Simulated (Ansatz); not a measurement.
Consider the following.

NbC2:
```
NbC2
1.0
   -1.57849     1.57849     2.93035
    1.57849    -1.57849     2.93035
    1.57849     1.57849    -2.93035
Nb C
1 2
Cartesian
  0.00000   0.00000   0.00000
  0.00000   0.00000   3.61397
  0.00000   0.00000   2.24673
```

This is the PBEsol-relaxed structure.

**Question.** All from the program Ansatz at the PBEsol level (PAW), unless another level is named. Predict the bulk modulus (Birch–Murnaghan fit).

**Answer.** 247 GPa.

**Question.** What about the highest zone-centre frequency?

**Answer.** 1393 cm⁻¹.

Space group I4/mmm (MoSi2 or CaC2 type). The start of the workflow was typed in or built on a structure type; neither database checked (COD, Materials Project) lists it. Whether it is the stable phase at ambient conditions was not checked. The cell was relaxed with PBEsol under the symmetry of its start; its stability against distortions is not shown here. The run is not spin-polarised. The volume moved by -30 % from the start of the relaxation. Its formation energy is positive at this level, so the cell may be metastable or incomplete. As this level gives no gap, phonon frequencies hold no LO–TO term and depend on the k-mesh and smearing (Fermi–Dirac, 0.1 eV here).

Potentials: the later of the program's two PAW sets.
